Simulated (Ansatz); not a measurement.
GaAs:
```xyz
2
Lattice="2.6425 0.0000 0.0000 0.0000 2.6425 0.0000 0.0000 0.0000 5.3563" Properties=species:S:1:pos:R:3 pbc="T T T"
Ga     0.0000     0.0000     2.6781
As     0.0000     0.0000     0.0000
```

Relaxed with LDA. Special points in fractions of this cell's reciprocal vectors: Γ (0.000, 0.000, 0.000); X (0.000, 0.500, 0.000); M (0.500, 0.500, 0.000); Z (0.000, 0.000, 0.500); R (0.000, 0.500, 0.500); A (0.500, 0.500, 0.500).

Question: List the band energies nearest the Fermi level at these points for LDA (plane waves, PAW; program Ansatz).

Answer: In eV from the Fermi level; about four levels below and three above (degenerate sets whole), none deeper than 8.9 eV; points with the same levels are listed once.

```tsv
k	below	above
Γ	-8.35 -6.08	5.33 5.33 6.52
X	-6.61 -3.61 -2.90 -2.14	3.21 7.86 9.79
M	-7.00 -3.69 -3.69	0.03 1.31 1.31
Z	-1.28	0.03 5.49 5.49
R	-6.25 -5.73 -3.30	2.17 3.82 7.24
A	-6.97 -3.43 -3.43 -1.47	0.35 0.35 3.50
```

Space group P4/mmm. The first step of the workflow began from a Materials Project structure, measured or hypothetical; the Crystallography Open Database copy checked does not list it. It is not the phase usual at ambient conditions (space group No. 216). The cell was relaxed with LDA under the symmetry of its start; of distortions, only those at the zone centre were tested. Scalar-relativistic: spin–orbit coupling is off unless named, which matters more the heavier the elements.

Potentials: the later of the program's two PAW sets.
